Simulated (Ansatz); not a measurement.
**Magnetic orders of CrGa$_{3}$**

The calculation used Ansatz, DFT r2SCAN, scalar-relativistic, plane waves, PAW.

```cif
data_structure
_symmetry_space_group_name_H-M 'P 1'
_symmetry_Int_Tables_number 1
_cell_length_a 4.6062
_cell_length_b 4.6062
_cell_length_c 4.6062
_cell_angle_alpha 60.000
_cell_angle_beta 60.000
_cell_angle_gamma 60.000
_cell_volume 69.11
loop_
_atom_site_label
_atom_site_type_symbol
_atom_site_fract_x
_atom_site_fract_y
_atom_site_fract_z
_atom_site_occupancy
Ga1 Ga 0.25000 0.25000 0.25000 1
Ga2 Ga 0.75000 0.75000 0.75000 1
Ga3 Ga 0.50000 0.50000 0.50000 1
Cr1 Cr 0.00000 0.00000 0.00000 1
```

```json
{
  "plane-wave cutoff": "500 eV",
  "Γ-centred k-mesh": "12×12×12",
  "occupation rule": "Gaussian smearing, 0.1 eV",
  "list of starting moments (μB, in atom order)": "0 0 0 3",
  "check for lower electronic states after the SCF": "off"
}
```

All runs keep this geometry, which isn't relaxed for the lowest state (largest force there 0.000 eV/Å, pressure -1.7 GPa; forces reach 0.05 eV/Å in another state) and needn't be a stable compound; relaxing each order would shift the differences by some 40 meV/atom, going by the pressures and a bulk modulus of about 150 GPa. A propagation vector, in units of the reciprocal vectors, doubles the cell, which takes an equally dense mesh. r2SCAN tends to overstate moments in metals, so a weak moment here may be absent in the real material. Site moments are spin moments in atom-centred spheres that scale with the neighbour distance. The states are those that the runs reached from these starts; a lower one can exist.

| start | ends | energy above lowest (meV/atom) | site moments (μB) | gap on mesh (eV) | P (GPa) |
| --- | --- | --- | --- | --- | --- |
| no spin | non-magnetic | 545 | none over 0.05 | metal | -10.8 |
| ferromagnetic | ferromagnetic | 0.00 | Cr +3.85 | metal | -1.7 |
| antiferromagnetic, doubled cell, propagation vector (0, 0, 1/2) | antiferromagnetic | 24.4 | Cr +3.81, Cr -3.81 | metal | -1.5 |

Cost: 3 runs of about 2.2 core-minutes in all, on Intel Xeon 6975P-C (Granite Rapids) (shared hosts).